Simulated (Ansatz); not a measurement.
Starting cell, MoS₂ (2H-MoS2 type, space group P6_3/mmc):

```
CELL_PARAMETERS angstrom
      3.14944     0.00000     0.00000
     -1.57472     2.72750     0.00000
      0.00000     0.00000    12.09150
ATOMIC_POSITIONS crystal
  Mo 0.33333 0.66667 0.25000
  Mo 0.66667 0.33333 0.75000
  S  0.33333 0.66667 0.62050
  S  0.66667 0.33333 0.12050
  S  0.66667 0.33333 0.37950
  S  0.33333 0.66667 0.87950
```

In each cell atom 6 (S, nearest neighbour Mo at 2.400 Å; its periodic images, 3.1 Å or more away, move with it) moves by s·(0.707, 0.707, 0.000) (along Cartesian [110]), the rest being held.

All values below come from PBE-D3(BJ) (plane waves to 420 eV, PAW, scalar-relativistic; Ansatz, a first-principles code). k mesh 10×10×3 (Γ-centred), Fermi-Dirac smearing 0.05 eV. The energy includes the smearing's −TS. MoS2 is run without spin polarisation. MoS2 was relaxed with its symmetry unable to fall. The PAW data are Ansatz's earlier set. The zero of ΔE is the undisplaced structure.

```
s (Å)   ΔE (meV/cell)
------  -------------
-0.240            302
-0.192            191
-0.144            106
-0.096             47
-0.048             12
0.000               0
0.048              11
0.096              44
0.144        withheld
0.192             170
0.240             261
```

**Question.** Fit a polynomial form (powers 2, 3, 4) to the given rows and predict ΔE at s = 0.144.

**Answer.** Least squares on the 10 given rows: ΔE = (4919)·s² + (-1483)·s³ + (-556.3)·s⁴, in meV/cell with s in Å; root-mean-square residual 0.2 meV/cell. At 0.144 the fit gives 97 meV/cell; the calculation gives 97 meV/cell, the same to the digits shown. The quadratic term alone would give 102 meV/cell.

(For displaced atoms, the force is minus the slope of the energy, and its curvature is a force constant, which sets phonon frequencies.)
